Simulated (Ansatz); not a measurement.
An element in the fcc structure gives these cold pressures by all-electron LAPW under PBEsol (Ansatz 0.2.0, scalar-relativistic, spin-polarised).

```tsv
V (Å³/atom)	P (GPa)
10.38	0.02
9.76	16.62
9.14	40.2
8.31	88.0
7.48	165.8
6.65	296.8
5.71	562.7
4.67	1186
```

Which element is it?

Ni. Its zero-pressure volume in this structure is near 10.4 Å³/atom; the volume and the steepness of P(V) together point to it, though neighbours can come close. Other candidates weren't computed, and some may come near.
